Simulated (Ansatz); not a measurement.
Data:

OsC:
```
OsC
1.0
    2.91681     0.00000     0.00000
   -1.45840     2.52603     0.00000
    0.00000     0.00000     2.70616
Os C
1 1
Direct
  0.00000   0.00000   0.00000
  0.66667   0.33333   0.50000
```

This is the PBEsol-relaxed structure. Cartesian axes are those of the cell as given.

Task: All from PBEsol (plane waves, PAW; program Ansatz), unless another level is named. Give the Young's modulus.

Result: 231 GPa.

Task: Predict the highest zone-centre frequency.

Result: 573 cm⁻¹.

Task: What about the elastic constants (relaxed ions, GPa)?

Result: C11 = 473, C12 = 408, C13 = 275, C33 = 909, C44 = 99.4.

Space group P-6m2. The cell is a constructed one: a structure type filled with these elements; neither database checked (COD, Materials Project) lists it. Its standing as an ambient phase is unchecked. The cell was relaxed with PBEsol under the symmetry of its start; its stability against distortions is not shown here. The run is not spin-polarised. As this level gives no gap, shear constants depend on the k-mesh and smearing (Fermi–Dirac, 0.1 eV here). As this level gives no gap, phonon frequencies hold no LO–TO term and depend on the k-mesh and smearing (Fermi–Dirac, 0.1 eV here). On the denser mesh and wider smearing of the elastic run this cell carries a stress of 0.9 GPa. Scalar-relativistic: spin–orbit coupling is off unless named, which matters more the heavier the elements.

Potentials: the earlier of the program's two PAW sets. The files were generated under PBE; for other functionals the program regenerates the frozen cores, and for LDA and PBEsol the local potential too.
